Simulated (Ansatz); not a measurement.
Here is the system:

Te4Pt3:
```
Te4Pt3
1.0
    2.00270     1.15626    12.33025
   -2.00270     1.15626    12.33025
    0.00000    -2.31252    12.33025
Te Pt
4 3
Direct
  0.05288   0.05288   0.05288
  0.94712   0.94712   0.94712
  0.20406   0.20406   0.20406
  0.79594   0.79594   0.79594
  0.35333   0.35333   0.35333
  0.64667   0.64667   0.64667
  0.50000   0.50000   0.50000
```

This is the r²SCAN-relaxed structure.

Problem. All from the program Ansatz at the r²SCAN level (PAW), unless another level is named. Predict the electronic character.

Solution. metallic (no gap).

Problem. Give the density of states at the Fermi level.

Solution. 0.31 states/eV per atom (mean over ±0.08 eV).

Problem. Predict the formation energy from the elements (no fitted shifts).

Solution. -0.42 eV/atom.

Space group R-3m. The first step of the workflow began from a Materials Project structure, measured or hypothetical; the Crystallography Open Database files this formula in space group No. 166, but the cells were not matched. Its standing as an ambient phase is unchecked. Symmetry was held in the r²SCAN relaxation; its stability against distortions is not shown here. The run is not spin-polarised. A crystal of weakly bound layers computed without a dispersion correction: the cell and the soft elastic constants depend strongly on that. The references are the lowest solids computed at this level, not always the standard phases. Spin–orbit coupling is left out wherever it is not named.

Potentials: the earlier of the program's two PAW sets.
